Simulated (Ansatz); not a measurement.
Input and command of a plane-wave DFT calculation in Ansatz:

```yaml
crystal:
  lattice:
    - [8.4486369609, 0.0, 0.0]
    - [-4.2243184805, 7.3167342355, 0.0]
    - [0.0, 0.0, 25.9992554614]
  atoms:
    - { symbol: Al, position: [0.2222222222, 0.1111111111, 0.307701119] }
    - { symbol: Al, position: [0.2222222222, 0.4444444444, 0.307701119] }
    - { symbol: Al, position: [0.2222222222, 0.7777777778, 0.307701119] }
    - { symbol: Al, position: [0.5555555556, 0.1111111111, 0.307701119] }
    - { symbol: Al, position: [0.5555555556, 0.4444444444, 0.307701119] }
    - { symbol: Al, position: [0.5555555556, 0.7777777778, 0.307701119] }
    - { symbol: Al, position: [0.8888888889, 0.1111111111, 0.307701119] }
    - { symbol: Al, position: [0.8888888889, 0.4444444444, 0.307701119] }
    - { symbol: Al, position: [0.8888888889, 0.7777777778, 0.307701119] }
    - { symbol: Al, position: [0.4442015398, 0.2242895464, 0.3994613632] }
    - { symbol: Al, position: [0.4433492871, 0.5535344683, 0.3990353959] }
    - { symbol: Al, position: [0.4479527623, 0.8897890192, 0.3993582605] }
    - { symbol: Al, position: [0.7786788994, 0.2209038553, 0.3993715439] }
    - { symbol: Al, position: [0.7802217307, 0.5549562651, 0.3989126149] }
    - { symbol: Al, position: [0.779587599, 0.8906319783, 0.3989830038] }
    - { symbol: Al, position: [0.1140921555, 0.2235544408, 0.3995119167] }
    - { symbol: Al, position: [0.1111547972, 0.5555639246, 0.3995050084] }
    - { symbol: Al, position: [0.1105083218, 0.8862167506, 0.3996580993] }
    - { symbol: Al, position: [0.6696515368, 0.3350357174, 0.4895704882] }
    - { symbol: Al, position: [0.6691776182, 0.6670093651, 0.4899195053] }
    - { symbol: Al, position: [0.6702086736, 1.62446e-05, 0.4926878597] }
    - { symbol: Al, position: [0.0024517668, 0.33395959, 0.4912781765] }
    - { symbol: Al, position: [0.0004141658, 0.6656517368, 0.4953545464] }
    - { symbol: Al, position: [0.0005708935, -0.0003012847, 0.4897509313] }
    - { symbol: Al, position: [0.3362926727, 0.3356537308, 0.4942244958] }
    - { symbol: Al, position: [0.3363328564, 0.6664058204, 0.4897469375] }
    - { symbol: Al, position: [0.3353164993, 0.0001327903, 0.4884732347] }
    - { symbol: Hf, position: [0.3233189064, -0.0046202303, 0.604466537] }
    - { symbol: Cl, position: [0.3429569583, 0.2880589079, 0.6003327111] }
    - { symbol: Cl, position: [0.3042717076, -0.0139261972, 0.6942155685] }
    - { symbol: Cl, position: [0.6024145187, -0.009733727, 0.6023947115] }
    - { symbol: Cl, position: [0.0364183052, -0.2878418218, 0.5978342413] }
basis:
  ecutwfc: 420
kpoints:
  mp_grid: { grid: [3, 3, 1] }
hamiltonian:
  xc: pbe
  dispersion: d3bj
scf:
  occupations: { method: gaussian, width: 0.1 }
output:
  forces: true
  eigenvalues: true
  write_density: true
  volumetric_format: npy
efield:
  axis: 3
  dipole_correction: true
  ramp_width: 0.04
```

```bash
ansatz run input.yaml --threads 4 --pin off --max-ram 10240MiB --backend cpu --events-out ev --progress --plain --runs-dir out
```

Processor: Intel(R) Xeon(R) Platinum 8488C (Sapphire Rapids), 4 threads, on a host shared with other jobs.

Question: Estimate time, memory and problem size.

Answer: About 21 s on 4 threads of Intel(R) Xeon(R) Platinum 8488C (Sapphire Rapids), with other jobs on the host, peak memory 3.2 GiB. It solves 100 bands at 5 k points (the mesh reduced by the symmetry that the task leaves, which can be less than the crystal's) with about 31437 plane waves, in 10 SCF iterations.
